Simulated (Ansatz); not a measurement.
Start of a relaxation of Al3Ga2P5:

```xyz
10
Lattice="-1.8672 1.8672 13.2030 1.8672 -1.8672 13.2030 1.8672 1.8672 -13.2030" Properties=species:S:1:pos:R:3 pbc="T T T"
Al    0.0000    0.0000    5.2812
Al    0.0000    0.0000   21.1248
Al    0.0000    0.0000    0.0000
Ga    0.0000    0.0000   15.8436
Ga    0.0000    0.0000   10.5624
P     1.8672    0.0000    6.6015
P     0.0000    1.8672    9.2421
P     1.8672    0.0000   11.8827
P     1.8672    0.0000    1.3203
P     0.0000    1.8672    3.9609
```

Level of theory: DFT PBE, scalar-relativistic, plane waves, PAW in Ansatz. Cutoff 420 eV, Gaussian smearing, Γ-centred meshes. Cell and atoms relax first on a coarse mesh and then on a converged one. In between, the cell is made exact in the group found at 0.06 Å. The steps can't lower the symmetry of their start. No spin polarisation.

A guess keeps its type if space group and coordination stay and the shape of the cell changes little (axis ratios within about 15 %, angles within 6°); the volume may change.

Q: Does it keep its structure type, or change into something else?

A: It keeps its type. The symmetry stays I-4m2 (No. 119). The volume per atom grows by 13.4 %, from 18.4 to 20.9 Å³. The shortest distance goes from 2.29 Å (Al–P and Ga–P) to 2.38 Å (Al–P). The ratio c/a of the conventional cell changes by a factor of 1.00. Counting neighbours within 15 % of an atom's shortest distance, the start has Al 4, Ga 4, P 4 and the end Al 4, Ga 4, P 4.

Formation energies are uncorrected and refer to the elements' standard structures at the same level. The references include black phosphorus.

Q: At what energy does it end?

A: −0.551 eV/atom. Whether it is stable depends on the other phases of the system, which aren't compared here.

The last run used a 10×10×10 mesh for its 10-atom cell and Gaussian smearing of 0.02 eV. The reference form of P is held partly by dispersion forces, which this level lacks. Symmetry constrained the relaxation, so the result can be a saddle point.
